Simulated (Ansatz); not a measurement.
# SnO with Pb replacing Sn: do the settings matter for the field gradients?

This input was run with Ansatz:

```yaml
crystal:
  lattice:
    - [7.62739044, 0.0, 0.0]
    - [0.0, 7.62739044, 0.0]
    - [0.0, 0.0, 9.7738266]
  atoms:
    - { symbol: Pb, position: [0.0, 0.25, 0.11768693] }
    - { symbol: Sn, position: [0.0, 0.25, 0.61768693] }
    - { symbol: Sn, position: [0.0, 0.75, 0.11768693] }
    - { symbol: Sn, position: [0.0, 0.75, 0.61768693] }
    - { symbol: Sn, position: [0.5, 0.25, 0.11768693] }
    - { symbol: Sn, position: [0.5, 0.25, 0.61768693] }
    - { symbol: Sn, position: [0.5, 0.75, 0.11768693] }
    - { symbol: Sn, position: [0.5, 0.75, 0.61768693] }
    - { symbol: Sn, position: [0.25, 0.0, 0.38231307] }
    - { symbol: Sn, position: [0.25, 0.0, 0.88231307] }
    - { symbol: Sn, position: [0.25, 0.5, 0.38231307] }
    - { symbol: Sn, position: [0.25, 0.5, 0.88231307] }
    - { symbol: Sn, position: [0.75, 0.0, 0.38231307] }
    - { symbol: Sn, position: [0.75, 0.0, 0.88231307] }
    - { symbol: Sn, position: [0.75, 0.5, 0.38231307] }
    - { symbol: Sn, position: [0.75, 0.5, 0.88231307] }
    - { symbol: O, position: [0.25, 0.25, 0.0] }
    - { symbol: O, position: [0.25, 0.25, 0.5] }
    - { symbol: O, position: [0.25, 0.75, 0.0] }
    - { symbol: O, position: [0.25, 0.75, 0.5] }
    - { symbol: O, position: [0.75, 0.25, 0.0] }
    - { symbol: O, position: [0.75, 0.25, 0.5] }
    - { symbol: O, position: [0.75, 0.75, 0.0] }
    - { symbol: O, position: [0.75, 0.75, 0.5] }
    - { symbol: O, position: [0.0, 0.0, 0.0] }
    - { symbol: O, position: [0.0, 0.0, 0.5] }
    - { symbol: O, position: [0.0, 0.5, 0.0] }
    - { symbol: O, position: [0.0, 0.5, 0.5] }
    - { symbol: O, position: [0.5, 0.0, 0.0] }
    - { symbol: O, position: [0.5, 0.0, 0.5] }
    - { symbol: O, position: [0.5, 0.5, 0.0] }
    - { symbol: O, position: [0.5, 0.5, 0.5] }
kpoints:
  mp_grid: { grid: [3, 3, 2] }
scf:
  occupations: { method: fermi_dirac, width: 0.01 }
  max_iter: 75
hamiltonian:
  xc: pbe
  pseudopotentials: { kind: paw }
  hubbard: { sites: [{ species: Sn, l: p, u_eff: -5.0 }] }
output:
  forces: true
  stress: true
  populations: true
  efg:
    quadrupole_moments_barn: { Sn: -0.132, O: -0.02558 }
    contact_densities: true
```

The quadrupole moment typed for Sn is that of the 23.9 keV Mössbauer state of ¹¹⁹Sn; the ground state has I = 1/2 and no quadrupole moment.

It converged. Of its output the block on the nuclei alone is shown, without the SCF iterations, energies, forces and stress (one atom of each set):

```
--- PAW observables at the nuclei: V_zz in 10²¹ V/m², potentials from the cell's mean, atoms counted from 1 ---
  atom   1  Pb V_zz =   -22.301853   η = 0.0000   by run symmetry: allowed
            electrostatic potential = -17478.944613 V   contact ρ = 16532382.194345 e/Å³
  atom   2  Sn V_zz =   -13.499116   η = 0.0000   by run symmetry: allowed   C_q = +43.0857 MHz
            electrostatic potential = -8173.086169 V   contact ρ = 1236404.671713 e/Å³
  atom   3  Sn V_zz =   -13.690683   η = 0.0811   by run symmetry: allowed   C_q = +43.6972 MHz
            electrostatic potential = -8173.097574 V   contact ρ = 1236400.705024 e/Å³
  atom   4  Sn V_zz =   -13.508459   η = 0.0028   by run symmetry: allowed   C_q = +43.1156 MHz
            electrostatic potential = -8173.090076 V   contact ρ = 1236405.120499 e/Å³
  atom   7  Sn V_zz =   -13.635890   η = 0.0000   by run symmetry: allowed   C_q = +43.5223 MHz
            electrostatic potential = -8173.085056 V   contact ρ = 1236402.315155 e/Å³
  atom   8  Sn V_zz =   -13.530886   η = 0.0000   by run symmetry: allowed   C_q = +43.1871 MHz
            electrostatic potential = -8173.098500 V   contact ρ = 1236405.584388 e/Å³
  atom   9  Sn V_zz =   -13.965437   η = 0.0140   by run symmetry: allowed   C_q = +44.5741 MHz
            electrostatic potential = -8173.049712 V   contact ρ = 1236404.387789 e/Å³
  atom  10  Sn V_zz =   -13.518652   η = 0.0113   by run symmetry: allowed   C_q = +43.1481 MHz
            electrostatic potential = -8173.130610 V   contact ρ = 1236402.668416 e/Å³
  atom  17  O  V_zz =    -2.074227   η = 0.2813   by run symmetry: allowed   C_q = +1.2830 MHz
            electrostatic potential = -625.020057 V   contact ρ = 2159.509463 e/Å³
  atom  18  O  V_zz =    +0.503512   η = 0.0059   by run symmetry: allowed   C_q = -0.3114 MHz
            electrostatic potential = -624.730537 V   contact ρ = 2159.608448 e/Å³
  atom  19  O  V_zz =    +0.637986   η = 0.0271   by run symmetry: allowed   C_q = -0.3946 MHz
            electrostatic potential = -624.777416 V   contact ρ = 2159.591139 e/Å³
  atom  20  O  V_zz =    +0.515856   η = 0.4527   by run symmetry: allowed   C_q = -0.3191 MHz
            electrostatic potential = -624.712173 V   contact ρ = 2159.557476 e/Å³
```

Question: Can these gradients be trusted, and how do they compare with a run on standard settings?

Answer: No. Against the standard input the change is `hamiltonian.hubbard`: not typed → {sites: [{species: Sn, l: p, u_eff: -5.0}]}; `scf.max_iter`: not typed → 75. A site carries the number of its first atom; V_zz in 10²¹ V/m².

| site | atom | V_zz standard | η standard | V_zz here | η here |
| --- | --- | --- | --- | --- | --- |
| Pb | 1 | -25.7 | 0.00 | -22.3 | 0.00 |
| Sn2 | 2 | -17.46 | 0.00 | -13.50 | 0.00 |
| Sn3 | 3 | -17.71 | 0.03 | -13.69 | 0.08 |
| Sn4 | 4 | -17.40 | 0.00 | -13.51 | 0.00 |
| Sn7 | 7 | -17.61 | 0.00 | -13.64 | 0.00 |
| Sn8 | 8 | -17.41 | 0.00 | -13.53 | 0.00 |
| Sn9 | 9 | -17.66 | 0.01 | -13.97 | 0.01 |
| Sn10 | 10 | -17.51 | 0.01 | -13.52 | 0.01 |
| O17 | 17 | -0.86 | 0.07 | -2.07 | 0.28 |
| O18 | 18 | 0.051 | 0.25 | 0.50 | 0.01 |
| O19 | 19 | 0.13 | 0.05 | 0.64 | 0.03 |
| O20 | 20 | -0.13 | 0.40 | 0.52 | 0.45 |

The largest change of V_zz along a kept axis is on Sn3, from -17.71 to -13.69. In per cent, |V_zz| changes by -13 on Pb, -23 to -21 on Sn (all sites that start above 2). Where |V_zz| stays above 0.1 and the axes keep their order, η moves most on O17, from 0.07 to 0.28. On O20 the largest principal value lies along another axis in the second run, so the two V_zz can't be compared directly. The gap closes in the changed run, so its gradients also hang on the k-mesh and the smearing. SCF iterations: 8 and 12. The changed input holds a negative U, so its numbers aren't properties of the crystal.

On the reference run: The defect repeats with the cell of 32 atoms, so it feels its images: sites between two images don't show the values beside a lone defect, and zeros or small values of η there can come from the images' arrangement. O and Sn carry a gradient in the pure host already, so the values there aren't the defect's effect alone. Spin–orbit coupling is left out, which shifts gradients on Pb by a few per cent in wide-gap crystals, and can shift them far more where the calculated gap is small or absent, as here. With a gap of 0.2 eV on this mesh, small gradients can still move by 0.1 × 10²¹ V/m² or more as the k-mesh gets denser. The neighbours have not yet relaxed around the defect (largest force 2.6 eV/Å), so a real crystal will differ.
